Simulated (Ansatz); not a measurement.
InAs:
```xyz
2
Lattice="0.0000 3.0539 3.0539 3.0539 0.0000 3.0539 3.0539 3.0539 0.0000" Properties=species:S:1:pos:R:3 pbc="T T T"
In     1.5270     1.5270     1.5270
As     0.0000     0.0000     0.0000
```

Relaxed with r²SCAN. Special points in fractions of this cell's reciprocal vectors: Γ (0.000, 0.000, 0.000); X (0.500, 0.000, 0.500); U (0.625, 0.250, 0.625); K (0.375, 0.375, 0.750); L (0.500, 0.500, 0.500); W (0.500, 0.250, 0.750).

Problem. List the band energies nearest the Fermi level at these points for plane-wave PAW r²SCAN with spin–orbit coupling (Ansatz code).

Solution. In eV from the Fermi level; about four levels below and three above (degenerate sets whole), none deeper than 8.9 eV; points with the same levels are listed once.

| k | below | above |
|---|---|---|
| Γ | -0.01 -0.01 -0.01 -0.01 | 3.83 3.83 4.29 4.29 4.29 4.29 |
| X | -2.42 -2.42 -2.41 -2.41 | 1.76 1.76 2.23 2.23 |
| U | -3.34 -3.33 -2.04 -2.04 | 2.31 2.31 4.42 |
| L | -1.21 -1.21 -0.97 -0.97 | 1.13 1.13 4.82 4.82 |
| W | -3.08 -2.99 -2.98 -2.86 | 4.25 4.42 4.46 |

Space group F-43m (zinc blende). Symmetry was held in the r²SCAN relaxation; phonons on a q-mesh show no instability.

Potentials: the earlier of the program's two PAW sets.
